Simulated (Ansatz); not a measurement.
Relaxed-ion elastic tensor of ZrRh (CsCl type, Pm-3m) in GPa (Voigt order), the program Ansatz at the PBEsol level (PAW); density 9.36 g/cm³, 17.23 Å³ per atom.

```
 195   173   173   0.0   0.0   0.0
 173   195   173   0.0   0.0   0.0
 173   173   195   0.0   0.0   0.0
 0.0   0.0   0.0  45.7   0.0   0.0
 0.0   0.0   0.0   0.0  45.7   0.0
 0.0   0.0   0.0   0.0   0.0  45.7
```

Q: Is the crystal mechanically stable?

A: Yes: the smallest eigenvalue of C is 21.8 GPa.

Q: Work out the Voigt, Reuss and Hill averages.

A: K_V = 180, K_R = 180, K_H = 180; G_V = 31.8, G_R = 20.1, G_H = 25.9 GPa.

Q: Give Young's modulus, Poisson's ratio, Pugh's ratio and the universal anisotropy index.

A: E = 9KG/(3K + G) = 74.2 GPa; ν = 0.43; K/G = 6.96 (ductile by the Pugh limit of 1.75); A_U = 5G_V/G_R + K_V/K_R − 6 = 2.92.

Q: Estimate the sound speeds and the Debye temperature.

A: v_l = √((K + 4G/3)/ρ) = 4790 m/s, v_t = √(G/ρ) = 1660 m/s, mean 1890 m/s; Θ = (h/k)(3n/4πV)^(1/3) v_m = 218 K.

Q: Give the Zener ratio and Young's modulus along [100], [110] and [111].

A: A = 2C44/(C11 − C12) = 4.20; 1/E = S11 − 2(S11 − S12 − S44/2)Γ with Γ = 0, 1/4, 1/3 gives 32.0, 72.8, 127 GPa.

Q: Solve the Christoffel equation for the three sound speeds along [100], [110], [111].

A: Eigenvalues of C_ijkl n_j n_l equal ρv². In km/s, slowest first: [100] 2.21, 2.21, 4.56; [110] 1.08, 2.21, 4.96; [111] 1.55, 1.55, 5.08.

The workflow started from an entry of the Crystallography Open Database (COD), which files this formula under 2 space groups. Whether it is the stable phase at ambient conditions was not checked. The cell was relaxed with PBEsol under the symmetry of its start; its stability against distortions is not shown here. No spin polarisation was allowed. As this level gives no gap, shear constants depend on the k-mesh and smearing (Fermi–Dirac, 0.1 eV here).

Potentials: the later of the program's two PAW sets.
